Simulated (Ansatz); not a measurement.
## Relaxing a structure of Ni

The start is a relaxed Ni cell, doubled along one cell vector, shaken by Gaussian noise of σ = 0.08 Å a coordinate. The cell and all atomic positions are relaxed at zero pressure with PBE (plane waves to 420 eV, PAW, scalar-relativistic; Ansatz, an electronic-structure program). The first steps use a coarse 14×7×14 k-mesh.

The start:
```
Ni
1.0
    2.32980     0.00000     0.00000
    0.00000     4.65961     0.00000
    0.00000     0.00000     2.32980
Ni
2
Direct
  0.52497   0.24009   0.49601
  0.54091   0.75449   0.48704
```
Spin-polarised start, with parallel moments on Ni.

```yaml
largest_initial_force: 0.48 eV/Å, on Ni1, Ni2 (atoms numbered as listed)
volume_change: -13.9 %, from 12.65 to 10.89 Å³/atom
band_gap_at_the_end: zero (metallic)
moments_at_the_end: net 0.63 μB/atom, ferromagnetic
optimiser_moves: 14
```

The end point of the relaxation:

Space group Fm-3m (No. 225); a = 3.5188 Å, b = 3.5188 Å, c = 3.5188 Å, α = 90.00°, β = 90.00°, γ = 90.00°

```tsv
atom	site	symmetry	x	y	z
Ni	4a	m-3m	0.0000	0.0000	0.0000
```
(The calculation used a cell of 1 atom; values per cell refer to that cell.)

Final values are on a 23×23×23 k-mesh of the relaxed cell. Spin state reached: ferromagnetic (net 0.63 μB/atom), from parallel starting moments; other spin orders were not run from this start.

The run could not lose the symmetry of its start.

Of the parent cell (Pm-3m (No. 221)): it is a generated cell of Ni: the first start was made by a random draw of sites in a space group, and the end was not matched to a known phase here, so it may be hypothetical. Known forms of Ni include space group No. 225.
